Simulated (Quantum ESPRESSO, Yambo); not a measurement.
# CdTe under isotropic strain

```
CELL_PARAMETERS angstrom
      0.00000     3.24458     3.24458
      3.24458     0.00000     3.24458
      3.24458     3.24458     0.00000
ATOMIC_POSITIONS crystal
  Cd 0.00000 0.00000 0.00000
  Te 0.75000 0.75000 0.75000
```

CdTe (zinc blende, space group F-43m, No. 216) under isotropic strain (on all lattice vectors), counted from the cell relaxed with PBEsol, atoms relaxed at each step. norm-conserving PBEsol (Quantum ESPRESSO, 102 Ry, without SOC); G0W0 and BSE in Yambo (4×4×4 Γ-centred k mesh, bands 5 to 165 and a 10 Ry block in the screening, 165 bands in G with the Bruneval-Gonze terminator, plasmon pole fitted at 27.2 eV; BSE 8×8×8 mesh, 3 valence and 1 conduction bands, static screening with 44 bands and a 4 Ry block, scissor from each state's G0W0).

| strain (%) | pressure (GPa) | PBEsol gap (eV) | kind | G0W0 direct gap (eV) | lowest vertical BSE state (eV) | RPA ε∞ along x |
|---|---|---|---|---|---|---|
| -3 | 4.7 | 0.92 | direct | 2.15 at Γ | not resolved | – |
| -1.5 | 2.1 | 0.78 | direct | 1.98 at Γ | not resolved | – |
| -0.7 | 0.9 | 0.71 | direct | 1.90 at Γ | not resolved | – |
| 0 | 0.0 | 0.65 | direct | 1.82 at Γ | not resolved | – |
| +1 | -1.2 | 0.56 | direct | 1.71 at Γ | not resolved | – |
| +2 | -2.2 | 0.48 | direct | 1.61 at Γ | not resolved | – |

Between -0.7 % and +1 % the direct gap at Γ has a volume deformation potential dE/dlnV of -3.8 eV in G0W0 and -2.9 eV in PBEsol.

GW, BSE and RPA settings are held fixed; their convergence isn't established. Strains are linear. The screening block changes size along the series (259 vectors at -3 %, 283 vectors at -1.5 %, 283 vectors at -0.7 %, 283 vectors at +0 %, 283 vectors at +1 %, 283 vectors at +2 %), which puts steps into the G0W0 values. Spin-orbit coupling is left out, which matters for elements this heavy: edges can move by tenths of an eV.

The standard potential for Te keeps a d shell in the valence without the s and p states of that shell. In tests on such compounds this moved G0W0 gaps by up to about 0.9 eV, so absolute quasiparticle energies here are unreliable; differences between settings are what counts.
